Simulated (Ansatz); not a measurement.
**How far is PAW off for CaGe₂Pd₂?**

```xyz
5
Lattice="-2.1546 2.1546 5.0561 2.1546 -2.1546 5.0561 2.1546 2.1546 -5.0561" Properties=species:S:1:pos:R:3 pbc="T T T"
Ca    0.0000    0.0000    0.0000
Ge    0.0000    0.0000    3.8043
Ge    0.0000    0.0000    6.3078
Pd    0.0000    2.1546    2.5280
Pd    2.1546    0.0000    2.5280
```

Atoms are numbered in the order listed.

Structure from Materials Project entry mp-16260 (possibly hypothetical), not relaxed further.

Spin polarisation is left out, and whether a magnetic state lies lower isn't shown here.

All numbers are computed: DFT, PBEsol, PAW with Ansatz's default frozen-core files, scalar-relativistic (Ansatz 0.2.0); DFT, PBEsol, all-electron LAPW, scalar-relativistic (Ansatz 0.2.0).

For PAW: a Γ-centred 11×11×11 k mesh, Fermi–Dirac smearing of 0.05 eV, cutoff 420 eV, no spin polarisation; the PAW files were made with PBE, and the program remakes their frozen cores for this functional. LAPW targets a basis error of 0.5 meV/atom. The Ansatz runs share mesh, smearing and spin set-up. Plane-wave (PAW) pressures include the program's estimate of the Pulay term.

Stress and pressure are positive in compression.

Levels count from the Fermi level.

PAW results:

```csv
quantity,PAW
pressure (GPa),-2.11
stress xx (GPa),-2.32
stress zz (GPa),-1.70
"force on Ge2, z (eV/Å)",-0.193
highest filled level at M (eV),-1.099
lowest empty level at M (eV),1.106
highest filled level at Γ (eV),-0.673
lowest empty level at Γ (eV),1.036
highest filled level at X (eV),-0.412
lowest empty level at X (eV),2.853
```

**Question.** What does LAPW (all electrons) give for the same quantities?

**Answer.** 
| quantity | LAPW |
| --- | --- |
| pressure (GPa) | -2.10 |
| stress xx (GPa) | -2.30 |
| stress zz (GPa) | -1.69 |
| force on Ge2, z (eV/Å) | -0.190 |
| highest filled level at M (eV) | -1.099 |
| lowest empty level at M (eV) | 1.105 |
| highest filled level at Γ (eV) | -0.674 |
| lowest empty level at Γ (eV) | 1.036 |
| highest filled level at X (eV) | -0.412 |
| lowest empty level at X (eV) | 2.853 |
